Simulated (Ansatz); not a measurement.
Ga:
```yaml
crystal:
  lattice:
    - [0.00000, 2.88915, 2.88915]
    - [2.88915, 0.00000, 2.88915]
    - [2.88915, 2.88915, 0.00000]
  atoms:
    - { symbol: Ga, position: [0.00000, 0.00000, 0.00000] }
    - { symbol: Ga, position: [0.25000, 0.25000, 0.25000] }
```

Relaxed with r²SCAN.

Question: Map the electron localisation function on the plane through (0.000, 0.000, 0.000) spanned by u = [1, 0, 0] and v = [-1, 1, 1] in lattice vectors, from r²SCAN (plane waves, PAW; program Ansatz).

Answer: x is the fraction of u, y of v (the angle between them is 90°; rows are the nearest grid lines); atoms in the plane: Ga at (0.00, 0.00), Ga at (0.50, 0.25).
```
y \ x   0.000  0.100  0.200  0.250  0.350  0.450  0.550  0.650  0.750  0.800  0.900   1.00
------  -----  -----  -----  -----  -----  -----  -----  -----  -----  -----  -----  -----
1.00    0.999  0.043  0.286  0.330  0.485  0.395  0.395  0.485  0.330  0.286  0.043  0.999
0.931   0.040  0.133  0.287  0.304  0.338  0.198  0.198  0.338  0.304  0.287  0.133  0.040
0.862   0.273  0.289  0.308  0.335  0.200  0.073  0.073  0.200  0.335  0.308  0.289  0.273
0.759   0.390  0.358  0.244  0.170  0.061  0.027  0.027  0.061  0.170  0.244  0.358  0.390
0.690   0.198  0.165  0.097  0.070  0.040  0.033  0.033  0.040  0.070  0.097  0.165  0.198
0.621   0.068  0.060  0.049  0.048  0.058  0.075  0.075  0.058  0.048  0.049  0.060  0.068
0.552   0.030  0.034  0.054  0.077  0.150  0.214  0.214  0.150  0.077  0.054  0.034  0.030
0.448   0.030  0.057  0.178  0.267  0.367  0.351  0.351  0.366  0.267  0.178  0.057  0.030
0.379   0.068  0.132  0.307  0.333  0.288  0.265  0.265  0.289  0.332  0.306  0.132  0.068
0.310   0.198  0.283  0.369  0.303  0.229  0.041  0.043  0.229  0.304  0.369  0.284  0.198
0.241   0.390  0.457  0.458  0.338  0.170  0.032  0.010  0.170  0.339  0.459  0.457  0.390
0.138   0.273  0.313  0.503  0.554  0.331  0.216  0.216  0.331  0.554  0.504  0.312  0.273
0.0690  0.040  0.138  0.339  0.452  0.505  0.328  0.328  0.504  0.452  0.339  0.138  0.040
0.000   0.999  0.043  0.286  0.330  0.485  0.395  0.395  0.485  0.330  0.286  0.043  0.999
```

The density is the valence pseudo-density with augmentation charge, so density and ELF within about 1 Å of a nucleus are not all-electron values.

Space group Fd-3m (diamond). The start of the workflow was typed in or built on a structure type; neither database checked (COD, Materials Project) lists it. It is not the phase usual at ambient conditions (space group No. 64). The cell was relaxed with r²SCAN under the symmetry of its start. At this level the phase is mechanically unstable. The volume moved by -21 % from the start of the relaxation.

Potentials: the earlier of the program's two PAW sets.
